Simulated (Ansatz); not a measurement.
**ScAl: relaxation of cell and atoms**

Method: DFT, LDA, PAW with Ansatz's default frozen-core files, scalar-relativistic in Ansatz 0.2.0.

Command: `ansatz run input.yaml --threads 1 --pin off --max-ram 2048MiB --backend cpu --events-out ev --progress --plain --runs-dir out` The run took 83 s on 1 thread of Intel(R) Xeon(R) Processor @ 2.50GHz (Skylake/Cascade Lake), with other jobs on the host, peak memory 0.45 GiB.

```yaml
crystal:
  lattice:
    - [1.5267245259, -0.881454816, 4.9873001179]
    - [0.0, 1.762909632, 4.9873001179]
    - [-1.5267245259, -0.881454816, 4.9873001179]
  atoms:
    - { symbol: Al, position: [0.0, 0.0, 0.0] }
    - { symbol: Sc, position: [0.5, 0.5, 0.5] }
kpoints:
  mp_grid: { grid: [14, 14, 14] }
scf:
  occupations: { method: fermi_dirac, width: 0.05 }
hamiltonian:
  xc: lda
  pseudopotentials: { kind: paw }
output:
  forces: true
  stress: true
relax:
  f_tol: 0.005
  max_steps: 80
  cell: {}
```

The cell is built from the L11 type as a first guess.

The cutoff is 420 eV; energies and pressures of the walk include the program's estimate of the Pulay term. The PAW files were made with PBE; their cores are remade for this functional.

Each frame lists the cell vectors (Å), then Cartesian positions (Å); symmetry keeps all forces zero. Free energies count from the first step, -2602.2485 eV.

The walk took 6 evaluations in all; steps that aren't listed are left out.

Step 1: E = 0.0 meV, P = -3.28 GPa

```
cell 1.5267 -0.8815 4.9873 0.0000 1.7629 4.9873 -1.5267 -0.8815 4.9873
Al    0.0000    0.0000    0.0000
Sc    0.0000    0.0000    7.4809
```

Step 2:

```
cell 1.5299 -0.8833 4.7435 0.0000 1.7666 4.7435 -1.5299 -0.8833 4.7435
Al    0.0000    0.0000    0.0000
Sc    0.0000    0.0000    7.1153
```

Step 3: E = -122.2 meV, P = 1.00 GPa

```
cell 1.5740 -0.9087 4.5001 0.0000 1.8175 4.5001 -1.5740 -0.9087 4.5001
Al    0.0000    0.0000    0.0000
Sc    0.0000    0.0000    6.7502
```

Step 4: E = -123.7 meV, P = -0.10 GPa

```
cell 1.5831 -0.9140 4.5145 0.0000 1.8280 4.5145 -1.5831 -0.9140 4.5145
Al    0.0000    0.0000    0.0000
Sc    0.0000    0.0000    6.7718
```

Question: Give the energy, pressure of step 2.

Answer: E = -83.1 meV, P = 0.31 GPa
```
Al    0.0000    0.0000    0.0000
Sc    0.0000    0.0000    7.1153
```

Question: How does the relaxation end?

Answer: It converges, with a = 3.166 Å, b = 3.166 Å, c = 13.531 Å, α = 90.00°, β = 90.00°, γ = 120.00° (conventional cell, space group R-3m). The last solve (on a basis chosen afresh for the final cell, so its energy is not quite comparable) gives E = -123.9 meV, P = 0.01 GPa:
```
cell 1.5829 -0.9139 4.5104 0.0000 1.8277 4.5104 -1.5829 -0.9139 4.5104
Al    0.0000    0.0000    0.0000
Sc    0.0000    0.0000    6.7656
```
